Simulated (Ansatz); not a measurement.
NbC (rock salt, space group No. 225), a = b = c = 4.4269 Å, α = β = γ = 90.00°; the cell used has 2 atoms.

Relaxed with LDA.

### Question
Decompose the optical modes at the zone centre into irreducible representations, and say which are infrared and Raman allowed.

### Answer
Point group m-3m: Γ_opt = T1u. Infrared: T1u. Raman: none.

### Question
Assign frequencies (DFPT, LDA in the plane-wave PAW code Ansatz).

### Answer
T1u 551 cm⁻¹.

Space group Fm-3m (rock salt). The LDA relaxation kept the symmetry of its start; of distortions, only those at the zone centre were tested. The run is not spin-polarised. As this level gives no gap, phonon frequencies hold no LO–TO term and depend on the k-mesh and smearing (Fermi–Dirac, 0.1 eV here).

Potentials: the later of the program's two PAW sets.
